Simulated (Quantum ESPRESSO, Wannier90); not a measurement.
YN (rock salt): Wannier90 run

```xyz
2
Lattice="0.0000 2.4484 2.4484 2.4484 0.0000 2.4484 2.4484 2.4484 0.0000" Properties=species:S:1:pos:R:3 pbc="T T T"
Y      0.0000     0.0000     0.0000
N      2.4484     2.4484     2.4484
```

Cell from Materials Project (mp-2114), symmetrised, no further relaxation. COD (Crystallography Open Database) has an entry of this formula and space group (matched by these alone). Level: PBEsol, spinors with spin-orbit coupling; pw.x of Quantum ESPRESSO at 68 Ry with PseudoDojo potentials, 8×8×8 k-points, Wannier90. Density: 12×12×12 mesh, Gaussian smearing 0.01 Ry. The gap is small at this level and was sampled on the meshes and a path alone.

A tight-binding model is made by disentanglement and projection with no localisation steps (num_iter = 0), so the 16 orbitals stay atom-like: hydrogen-like Y: d; N: p, axes along x, y, z; frozen window up to 1.61 eV relative to the valence-band maximum. It follows pw.x to 21 meV rms for states up to 1.1 eV relative to the valence-band maximum. Matrix elements depend on this choice of orbitals and windows.

Task: What are the on-site energies relative to the valence-band maximum, and how fast do the hoppings decay?

Result: 
```
atom                       orbitals  energy (eV)
----  -----------------------------  -----------
Y1        dz2↑ dz2↓ dx2-y2↑ dx2-y2↓         7.05
Y1    dxz↑ dxz↓ dyz↑ dyz↓ dxy↑ dxy↓         5.04
N2          pz↑ pz↓ px↑ px↓ py↑ py↓        -0.34
```

```
distance of the centres (Å)  largest modulus (eV)
---------------------------  --------------------
2–3                                           2.0
3–4                                          0.78
4–5                                          0.10
5–6                                         0.049
6–7                                         0.011
7–8                                         0.024
8–9                                        0.0048
9–10                                       0.0058
10–11                                      0.0040
```
